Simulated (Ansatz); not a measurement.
**Zone-centre modes in Rb$_{2}$ScTlCl$_{6}$**

Computed with DFT PBEsol, scalar-relativistic, plane waves, PAW in Ansatz. Settings: plane waves to 420 eV, k-mesh 4×4×4 (Γ-centred), Gaussian smearing 0.05 eV. Spin–orbit coupling is left out, which can shift energies with elements as heavy as these. No spin polarisation.

The starting cell (relaxed at this level; it needn't be the usual structure):

```yaml
crystal:
  lattice:
    - [0.00000, 5.44340, 5.44340]
    - [5.44340, 0.00000, 5.44340]
    - [5.44340, 5.44340, 0.00000]
  atoms:
    - { symbol: Rb, position: [0.75000, 0.75000, 0.75000] }
    - { symbol: Rb, position: [0.25000, 0.25000, 0.25000] }
    - { symbol: Sc, position: [0.00000, 0.00000, 0.00000] }
    - { symbol: Tl, position: [0.50000, 0.50000, 0.50000] }
    - { symbol: Cl, position: [0.77366, 0.22634, 0.22634] }
    - { symbol: Cl, position: [0.22634, 0.22634, 0.77366] }
    - { symbol: Cl, position: [0.22634, 0.77366, 0.77366] }
    - { symbol: Cl, position: [0.22634, 0.77366, 0.22634] }
    - { symbol: Cl, position: [0.77366, 0.22634, 0.77366] }
    - { symbol: Cl, position: [0.77366, 0.77366, 0.22634] }
```

Harmonic modes by finite displacements of 0.02 Å, without the LO–TO term.

**Question.** At this geometry, is the structure stable against these modes?

**Answer.** No: 9 modes are unstable, the strongest at 57i cm⁻¹.

**Question.** List the wavenumbers in cm⁻¹.

**Answer.** 57i, 57i, 57i, 29i, 29i, 29i, 15i, 15i, 15i, 0, 0, 0, 48, 48, 48, 59, 59, 59, 119, 119, 119, 158, 158, 158, 228, 228, 285, 285, 285, 295.

Cost: 1 run of about 1.3 core-minutes, on Intel Xeon Platinum 8488C (Sapphire Rapids) (shared hosts).